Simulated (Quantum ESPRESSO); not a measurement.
# Ga4P2AsN: input and log of a self-consistent run

A calculation, not a measurement. The program is pw.x of Quantum ESPRESSO 7.5 (plane-wave density functional theory). The cell is made up: 8 atoms on a zincblende/diamond lattice, with randomly drawn elements, strain and displacements, not relaxed. PseudoDojo standard norm-conserving files (v0.5 for PBE, v0.4.1 for LDA and PBEsol) set the functional; there is no spin polarisation, spin-orbit coupling or dispersion term, and the masses in the input are unused placeholders.

Input:

```
&control calculation='scf', pseudo_dir='./dojo.nc.sr.pbe.v0_5.standard.upf', outdir='./o', disk_io='medium', tprnfor=.true., tstress=.true. /
&system ibrav=0, nat=8, ntyp=4, nbnd=47, ecutwfc=84.00895049, nosym=.true., tot_charge=0,
 occupations='smearing', smearing='fd', degauss=0.0018374661
/
&electrons conv_thr=7.350e-09, electron_maxstep=60, /
ATOMIC_SPECIES
As 1.0 As.upf
Ga 1.0 Ga.upf
N 1.0 N.upf
P 1.0 P.upf
CELL_PARAMETERS angstrom
5.5075 -0.0393 0.0151
-0.0393 5.3448 0.0647
0.0151 0.0647 5.426
ATOMIC_POSITIONS angstrom
Ga 0.0343 -0.0498 0.0521
Ga -0.0203 2.7955 2.741
Ga 2.6963 0.0399 2.703
Ga 2.69 2.5605 0.0081
P 1.4074 1.3763 1.4215
As 1.4451 4.1332 4.1153
P 4.0963 1.2515 4.0536
N 4.1221 3.9367 1.3563
K_POINTS automatic
4 4 4 1 1 1
```

The log is shortened where brackets say so; the opening notice, blank lines, dates and the lines on written files are dropped, and the path of the files is cut. It prints rydbergs, bohrs and kilobars, and counts compression as positive stress.

```
     Program PWSCF v.7.5
     Parallel version (MPI & OpenMP), running on       1 processor cores
     Number of MPI processes:                 1
     Threads/MPI process:                     1
     [start-up lines left out]
     bravais-lattice index     =            0
     lattice parameter (alat)  =      10.4080  a.u.
     unit-cell volume          =    1077.6391 (a.u.)^3
     number of atoms/cell      =            8
     number of atomic types    =            4
     number of electrons       =        82.00
     number of Kohn-Sham states=           47
     kinetic-energy cutoff     =      84.0090  Ry
     charge density cutoff     =     336.0358  Ry
     scf convergence threshold =      7.3E-09
     mixing beta               =       0.7000
     number of iterations used =            8  plain     mixing
     Exchange-correlation= PBE
                           (   1   4   3   4   0   0   0)
     [axes and pseudopotential details left out]
   Cartesian axes
     site n.     atom                  positions (alat units)
         1        Ga     tau(   1) = (   0.0062277  -0.0090420   0.0094596  )
         2        Ga     tau(   2) = (  -0.0036858   0.5075657   0.4976704  )
         3        Ga     tau(   3) = (   0.4895545   0.0072445   0.4907710  )
         4        Ga     tau(   4) = (   0.4884106   0.4648979   0.0014707  )
         5        P      tau(   5) = (   0.2555350   0.2498883   0.2580950  )
         6        As     tau(   6) = (   0.2623800   0.7504456   0.7471956  )
         7        P      tau(   7) = (   0.7437459   0.2272289   0.7359930  )
         8        N      tau(   8) = (   0.7484302   0.7147680   0.2462570  )
     number of k points=    32  Fermi-Dirac smearing, width (Ry)=  0.0018
                       cart. coord. in units 2pi/alat
        k(    1) = (   0.1255759   0.1282190   0.1250029), wk =   0.0625000
        k(    2) = (   0.1248581   0.1251414   0.3788041), wk =   0.0625000
     [further k points left out]
     Dense  grid:   112053 G-vectors     FFT dimensions: (  64,  60,  60)
     Estimated max dynamical RAM per process >     157.95 MB
     Initial potential from superposition of free atoms
     starting charge      81.9888, renormalised to      82.0000
     Starting wfcs are   57 randomized atomic wfcs
     total cpu time spent up to now is       14.4 secs
     per-process dynamical memory:    95.3 Mb
     Self-consistent Calculation
     iteration #  1     ecut=    84.01 Ry     beta= 0.70
     Davidson diagonalization with overlap
     ethr =  1.00E-02,  avg # of iterations =  4.0
     total cpu time spent up to now is       47.0 secs
     total energy              =    -871.83029895 Ry
     estimated scf accuracy    <       0.98607160 Ry
     iteration #  2     ecut=    84.01 Ry     beta= 0.70
     Davidson diagonalization with overlap
     ethr =  1.20E-03,  avg # of iterations =  7.5
     total cpu time spent up to now is       84.1 secs
     total energy              =    -871.54555068 Ry
     estimated scf accuracy    <       5.53519354 Ry
     iteration #  3     ecut=    84.01 Ry     beta= 0.70
     Davidson diagonalization with overlap
     ethr =  1.20E-03,  avg # of iterations =  5.4
     total cpu time spent up to now is      118.3 secs
     total energy              =    -872.36423663 Ry
     estimated scf accuracy    <       0.11028867 Ry
     iteration #  4     ecut=    84.01 Ry     beta= 0.70
     Davidson diagonalization with overlap
     ethr =  1.34E-04,  avg # of iterations =  4.0
     total cpu time spent up to now is      149.8 secs
     total energy              =    -872.37892396 Ry
     estimated scf accuracy    <       0.00728883 Ry
     iteration #  5     ecut=    84.01 Ry     beta= 0.70
     Davidson diagonalization with overlap
     ethr =  8.89E-06,  avg # of iterations =  7.7
     total cpu time spent up to now is      191.8 secs
     total energy              =    -872.38017433 Ry
     estimated scf accuracy    <       0.00120873 Ry
     iteration #  6     ecut=    84.01 Ry     beta= 0.70
     Davidson diagonalization with overlap
     ethr =  1.47E-06,  avg # of iterations =  2.8
     total cpu time spent up to now is      228.0 secs
     total energy              =    -872.38042071 Ry
     estimated scf accuracy    <       0.00029289 Ry
     iteration #  7     ecut=    84.01 Ry     beta= 0.70
     Davidson diagonalization with overlap
     ethr =  3.57E-07,  avg # of iterations =  2.0
     total cpu time spent up to now is      261.4 secs
     total energy              =    -872.38045744 Ry
     estimated scf accuracy    <       0.00001560 Ry
     iteration #  8     ecut=    84.01 Ry     beta= 0.70
     Davidson diagonalization with overlap
     ethr =  1.90E-08,  avg # of iterations =  4.2
     total cpu time spent up to now is      310.0 secs
     total energy              =    -872.38046197 Ry
     estimated scf accuracy    <       0.00000177 Ry
     iteration #  9     ecut=    84.01 Ry     beta= 0.70
     Davidson diagonalization with overlap
     ethr =  2.16E-09,  avg # of iterations =  3.0
     total cpu time spent up to now is      358.9 secs
     total energy              =    -872.38046243 Ry
     estimated scf accuracy    <       0.00000029 Ry
     iteration # 10     ecut=    84.01 Ry     beta= 0.70
     Davidson diagonalization with overlap
     ethr =  3.50E-10,  avg # of iterations =  2.0
     total cpu time spent up to now is      396.1 secs
     total energy              =    -872.38046246 Ry
     estimated scf accuracy    <       0.00000007 Ry
     iteration # 11     ecut=    84.01 Ry     beta= 0.70
     Davidson diagonalization with overlap
     ethr =  7.99E-11,  avg # of iterations =  3.0
     total cpu time spent up to now is      433.4 secs
     End of self-consistent calculation
     [lines on levels left out]
!    total energy              =    -872.38046247 Ry
     estimated scf accuracy    <          5.9E-09 Ry
     smearing contrib. (-TS)   =      -0.00000000 Ry
     internal energy E=F+TS    =    -872.38046247 Ry
     The total energy is F=E-TS. E is the sum of the following terms:
     one-electron contribution =    -449.58295332 Ry
     hartree contribution      =     284.88380873 Ry
     xc contribution           =    -229.19757218 Ry
     ewald contribution        =    -478.48374571 Ry
     convergence has been achieved in  11 iterations
     Forces acting on atoms (cartesian axes, Ry/au):
     atom    1 type  2   force =    -0.07718701   -0.01839546    0.05485192
     atom    2 type  2   force =    -0.06782485    0.01500760   -0.05003170
     atom    3 type  2   force =     0.10934790   -0.00570372   -0.08661784
     atom    4 type  2   force =     0.08983201    0.03798589    0.02601387
     atom    5 type  4   force =    -0.05103934   -0.00292643   -0.00584068
     atom    6 type  1   force =    -0.05453703   -0.06419592    0.03760141
     atom    7 type  4   force =     0.03360297    0.03250484    0.01772737
     atom    8 type  3   force =     0.01780535    0.00572321    0.00629565
     Total force =     0.245686     Total SCF correction =     0.000233
     Computing stress (Cartesian axis) and pressure
          total   stress  (Ry/bohr**3)                   (kbar)     P=       -0.28
  -0.00011151   0.00009657  -0.00013058          -16.40       14.21      -19.21
   0.00009657   0.00007649  -0.00019339           14.21       11.25      -28.45
  -0.00013058  -0.00019339   0.00002929          -19.21      -28.45        4.31
     init_run     :     12.36s CPU     14.30s WALL (       1 calls)
     electrons    :    391.27s CPU    418.97s WALL (       1 calls)
     forces       :      5.09s CPU      5.18s WALL (       1 calls)
     stress       :     19.33s CPU     19.49s WALL (       1 calls)
     [timing details left out]
     PWSCF        :   7m 8.29s CPU   7m38.43s WALL
     JOB DONE.
```

In other units: free energy -11869.341 eV for the cell, pressure -0.03 GPa, largest force component 2.811 eV/Å. A rerun of this cell at 1437 eV and a 6 x 6 x 6 mesh moved values by no more than 0.011 eV in energy, 0.02 GPa in stress and 0.003 eV/Å in force.